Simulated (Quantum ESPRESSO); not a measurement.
# Si3AlC3N: one run as intended and one with a planted mistake

Simulated, not a measurement. The program is pw.x of Quantum ESPRESSO 7.5 (plane-wave density functional theory). The cell is made up: 8 atoms on a zincblende/diamond lattice, with randomly drawn elements, strain and displacements, not relaxed. PseudoDojo standard norm-conserving files (v0.5 for PBE, v0.4.1 for LDA and PBEsol) set the functional; there is no spin polarisation, spin-orbit coupling or dispersion term, and the masses in the input are unused placeholders.

Intended input:

```
&control calculation='scf', pseudo_dir='./dojo.nc.sr.pbe.v0_5.standard.upf', outdir='./o', disk_io='medium', tprnfor=.true., tstress=.true. /
&system ibrav=0, nat=8, ntyp=4, nbnd=22, ecutwfc=84.00895049, nosym=.true., tot_charge=0,
 occupations='smearing', smearing='fd', degauss=0.0018374661
/
&electrons conv_thr=7.350e-09, electron_maxstep=60, /
ATOMIC_SPECIES
Al 1.0 Al.upf
C 1.0 C.upf
N 1.0 N.upf
Si 1.0 Si.upf
CELL_PARAMETERS angstrom
4.5604 0.0569 0.0251
0.0569 4.4878 -0.0301
0.0251 -0.0301 4.462
ATOMIC_POSITIONS angstrom
Si 0.0352 -0.0007 0.0101
Al 0.0923 2.2191 2.2412
Si 2.2657 0.0064 2.2393
Si 2.3215 2.2767 0.029
C 1.219 1.1323 1.1093
C 1.1841 3.4013 3.3112
N 3.4119 1.1589 3.3769
C 3.4488 3.3972 1.1012
K_POINTS automatic
4 4 4 1 1 1
```

The log is shortened where brackets say so; the opening notice, blank lines, dates and the lines on written files are dropped, and the path of the files is cut. It prints rydbergs, bohrs and kilobars, and counts compression as positive stress. Where no state is partly filled, the Fermi energy that it prints is only some level between the filled and the empty states on the mesh, and need not lie in the true gap.

Log of the intended run:

```
     Program PWSCF v.7.5
     Parallel version (MPI & OpenMP), running on       1 processor cores
     Number of MPI processes:                 1
     Threads/MPI process:                     1
     [start-up lines left out]
     bravais-lattice index     =            0
     lattice parameter (alat)  =       8.6187  a.u.
     unit-cell volume          =     616.1130 (a.u.)^3
     number of atoms/cell      =            8
     number of atomic types    =            4
     number of electrons       =        32.00
     number of Kohn-Sham states=           22
     kinetic-energy cutoff     =      84.0090  Ry
     charge density cutoff     =     336.0358  Ry
     scf convergence threshold =      7.3E-09
     mixing beta               =       0.7000
     number of iterations used =            8  plain     mixing
     Exchange-correlation= PBE
                           (   1   4   3   4   0   0   0)
     [axes and pseudopotential details left out]
   Cartesian axes
     site n.     atom                  positions (alat units)
         1        Si     tau(   1) = (   0.0077179  -0.0001535   0.0022145  )
         2        Al     tau(   2) = (   0.0202376   0.4865568   0.4914024  )
         3        Si     tau(   3) = (   0.4967743   0.0014033   0.4909858  )
         4        Si     tau(   4) = (   0.5090089   0.4991861   0.0063585  )
         5        C      tau(   5) = (   0.2672763   0.2482665   0.2432236  )
         6        C      tau(   6) = (   0.2596241   0.7457644   0.7260092  )
         7        N      tau(   7) = (   0.7480885   0.2540988   0.7404144  )
         8        C      tau(   8) = (   0.7561791   0.7448654   0.2414476  )
     number of k points=    32  Fermi-Dirac smearing, width (Ry)=  0.0018
                       cart. coord. in units 2pi/alat
        k(    1) = (   0.1227312   0.1263359   0.1279303), wk =   0.0625000
        k(    2) = (   0.1213030   0.1280681   0.3834870), wk =   0.0625000
     [further k points left out]
     Dense  grid:    64111 G-vectors     FFT dimensions: (  54,  50,  50)
     Estimated max dynamical RAM per process >      73.97 MB
     Initial potential from superposition of free atoms
     starting charge      31.9956, renormalised to      32.0000
     Starting wfcs are   32 randomized atomic wfcs
     total cpu time spent up to now is        5.1 secs
     per-process dynamical memory:    47.1 Mb
     Self-consistent Calculation
     iteration #  1     ecut=    84.01 Ry     beta= 0.70
     Davidson diagonalization with overlap
     ethr =  1.00E-02,  avg # of iterations =  3.2
     total cpu time spent up to now is       15.4 secs
     total energy              =     -86.35714351 Ry
     estimated scf accuracy    <       1.84500493 Ry
     iteration #  2     ecut=    84.01 Ry     beta= 0.70
     Davidson diagonalization with overlap
     ethr =  5.77E-03,  avg # of iterations =  2.0
     total cpu time spent up to now is       27.3 secs
     total energy              =     -86.94393057 Ry
     estimated scf accuracy    <       0.91008890 Ry
     [iterations 3 to 10 left out]
     iteration # 11     ecut=    84.01 Ry     beta= 0.70
     Davidson diagonalization with overlap
     ethr =  4.69E-10,  avg # of iterations =  3.6
     total cpu time spent up to now is      128.1 secs
     total energy              =     -87.08281286 Ry
     estimated scf accuracy    <       0.00000001 Ry
     iteration # 12     ecut=    84.01 Ry     beta= 0.70
     Davidson diagonalization with overlap
     ethr =  3.86E-11,  avg # of iterations =  2.9
     total cpu time spent up to now is      138.9 secs
     End of self-consistent calculation
     [lines on levels left out]
     the Fermi energy is     8.7716 ev
!    total energy              =     -87.08281286 Ry
     estimated scf accuracy    <          6.7E-09 Ry
     smearing contrib. (-TS)   =      -0.00000000 Ry
     internal energy E=F+TS    =     -87.08281286 Ry
     The total energy is F=E-TS. E is the sum of the following terms:
     one-electron contribution =      11.86400570 Ry
     hartree contribution      =      13.22254369 Ry
     xc contribution           =     -30.60787569 Ry
     ewald contribution        =     -81.56148656 Ry
     convergence has been achieved in  12 iterations
     Forces acting on atoms (cartesian axes, Ry/au):
     atom    1 type  4   force =    -0.02061114   -0.00643480    0.02356084
     atom    2 type  1   force =    -0.04560953    0.01121177   -0.01326247
     atom    3 type  4   force =     0.00974885   -0.01127736   -0.00881689
     atom    4 type  4   force =    -0.01689239    0.02177039   -0.00922037
     atom    5 type  2   force =     0.00668034   -0.03150625   -0.03463686
     atom    6 type  2   force =     0.05787636    0.01323759    0.04439528
     atom    7 type  3   force =     0.00390229   -0.02919593    0.01488458
     atom    8 type  2   force =     0.00490522    0.03219459   -0.01690411
     Total force =     0.121309     Total SCF correction =     0.000020
     Computing stress (Cartesian axis) and pressure
          total   stress  (Ry/bohr**3)                   (kbar)     P=     -126.80
  -0.00102882  -0.00033251  -0.00013636         -151.34      -48.91      -20.06
  -0.00033251  -0.00081746   0.00028139          -48.91     -120.25       41.39
  -0.00013636   0.00028139  -0.00073953          -20.06       41.39     -108.79
     init_run     :      4.56s CPU      4.93s WALL (       1 calls)
     electrons    :    129.38s CPU    133.85s WALL (       1 calls)
     forces       :      1.98s CPU      2.01s WALL (       1 calls)
     stress       :      7.05s CPU      7.11s WALL (       1 calls)
     [timing details left out]
     PWSCF        :   2m23.21s CPU   2m28.24s WALL
     JOB DONE.
```

A second run has one planted mistake: the cell has the wrong charge. The input lines that differ, file-writing options aside:

```
- &system ibrav=0, nat=8, ntyp=4, nbnd=22, ecutwfc=84.00895049, nosym=.true., tot_charge=0,
+ &system ibrav=0, nat=8, ntyp=4, nbnd=22, ecutwfc=84.00895049, nosym=.true., tot_charge=1,
```

Its log:

```
     Program PWSCF v.7.5
     Parallel version (MPI & OpenMP), running on       1 processor cores
     Number of MPI processes:                 1
     Threads/MPI process:                     1
     [start-up lines left out]
     bravais-lattice index     =            0
     lattice parameter (alat)  =       8.6187  a.u.
     unit-cell volume          =     616.1130 (a.u.)^3
     number of atoms/cell      =            8
     number of atomic types    =            4
     number of electrons       =        31.00
     number of Kohn-Sham states=           22
     kinetic-energy cutoff     =      84.0090  Ry
     charge density cutoff     =     336.0358  Ry
     scf convergence threshold =      7.3E-09
     mixing beta               =       0.7000
     number of iterations used =            8  plain     mixing
     Exchange-correlation= PBE
                           (   1   4   3   4   0   0   0)
     [axes and pseudopotential details left out]
   Cartesian axes
     site n.     atom                  positions (alat units)
         1        Si     tau(   1) = (   0.0077179  -0.0001535   0.0022145  )
         2        Al     tau(   2) = (   0.0202376   0.4865568   0.4914024  )
         3        Si     tau(   3) = (   0.4967743   0.0014033   0.4909858  )
         4        Si     tau(   4) = (   0.5090089   0.4991861   0.0063585  )
         5        C      tau(   5) = (   0.2672763   0.2482665   0.2432236  )
         6        C      tau(   6) = (   0.2596241   0.7457644   0.7260092  )
         7        N      tau(   7) = (   0.7480885   0.2540988   0.7404144  )
         8        C      tau(   8) = (   0.7561791   0.7448654   0.2414476  )
     number of k points=    32  Fermi-Dirac smearing, width (Ry)=  0.0018
                       cart. coord. in units 2pi/alat
        k(    1) = (   0.1227312   0.1263359   0.1279303), wk =   0.0625000
        k(    2) = (   0.1213030   0.1280681   0.3834870), wk =   0.0625000
     [further k points left out]
     Dense  grid:    64111 G-vectors     FFT dimensions: (  54,  50,  50)
     Estimated max dynamical RAM per process >      73.97 MB
     Initial potential from superposition of free atoms
     starting charge      31.9956, renormalised to      31.0000
     Starting wfcs are   32 randomized atomic wfcs
     total cpu time spent up to now is        4.5 secs
     per-process dynamical memory:    57.7 Mb
     Self-consistent Calculation
     iteration #  1     ecut=    84.01 Ry     beta= 0.70
     Davidson diagonalization with overlap
     ethr =  1.00E-02,  avg # of iterations =  3.2
     total cpu time spent up to now is       12.5 secs
     total energy              =     -86.86995078 Ry
     estimated scf accuracy    <       1.99191137 Ry
     iteration #  2     ecut=    84.01 Ry     beta= 0.70
     Davidson diagonalization with overlap
     ethr =  6.43E-03,  avg # of iterations =  2.0
     total cpu time spent up to now is       20.0 secs
     total energy              =     -87.44077726 Ry
     estimated scf accuracy    <       1.13546899 Ry
     [iterations 3 to 10 left out]
     iteration # 11     ecut=    84.01 Ry     beta= 0.70
     Davidson diagonalization with overlap
     ethr =  2.23E-09,  avg # of iterations =  3.8
     total cpu time spent up to now is       95.7 secs
     total energy              =     -87.65078016 Ry
     estimated scf accuracy    <       0.00000017 Ry
     iteration # 12     ecut=    84.01 Ry     beta= 0.70
     Davidson diagonalization with overlap
     ethr =  5.41E-10,  avg # of iterations =  2.0
     total cpu time spent up to now is      102.3 secs
     End of self-consistent calculation
     [lines on levels left out]
     the Fermi energy is     7.4558 ev
!    total energy              =     -87.65078019 Ry
     estimated scf accuracy    <          2.1E-09 Ry
     smearing contrib. (-TS)   =      -0.00030131 Ry
     internal energy E=F+TS    =     -87.65047887 Ry
     The total energy is F=E-TS. E is the sum of the following terms:
     one-electron contribution =      10.72541719 Ry
     hartree contribution      =      12.88386419 Ry
     xc contribution           =     -29.69827370 Ry
     ewald contribution        =     -81.56148656 Ry
     convergence has been achieved in  12 iterations
     Forces acting on atoms (cartesian axes, Ry/au):
     atom    1 type  4   force =    -0.04751236    0.00767612    0.01419446
     atom    2 type  1   force =    -0.06378146   -0.01573444    0.01807655
     atom    3 type  4   force =     0.02278482    0.00260962    0.02732732
     atom    4 type  4   force =    -0.00497828   -0.00582420   -0.02117012
     atom    5 type  2   force =     0.02136777   -0.03650663   -0.05606019
     atom    6 type  2   force =     0.07295072    0.02685172    0.04404769
     atom    7 type  3   force =     0.00279755   -0.03093317    0.01294579
     atom    8 type  2   force =    -0.00362878    0.05186096   -0.03936149
     Total force =     0.165043     Total SCF correction =     0.000027
     Computing stress (Cartesian axis) and pressure
          total   stress  (Ry/bohr**3)                   (kbar)     P=     -327.59
  -0.00236894  -0.00018372  -0.00026955         -348.48      -27.03      -39.65
  -0.00018372  -0.00219066   0.00018020          -27.03     -322.26       26.51
  -0.00026955   0.00018020  -0.00212112          -39.65       26.51     -312.03
     init_run     :      4.22s CPU      4.37s WALL (       1 calls)
     electrons    :     87.69s CPU     97.89s WALL (       1 calls)
     forces       :      1.20s CPU      1.23s WALL (       1 calls)
     stress       :      4.26s CPU      4.28s WALL (       1 calls)
     [timing details left out]
     PWSCF        :   1m37.47s CPU   1m47.92s WALL
     JOB DONE.
```

```
                                            intended run  run with the mistake
                          free energy (eV)     -1184.822             -1192.550
                    smearing term -TS (eV)        0.0000               -0.0041
                            pressure (GPa)        -12.68                -32.76
            largest force component (eV/Å)         1.488                 1.876
largest change of a force component (eV/Å)                               0.929
                                iterations            12                    12
```

For scale, a rerun of the intended cell at 1437 eV and a 6 x 6 x 6 mesh moved values by no more than 0.005 eV in energy, 0.02 GPa in stress and 0.002 eV/Å in force. The charged cell sits in a uniform background, so its energy and stress rest on the program's zero of potential.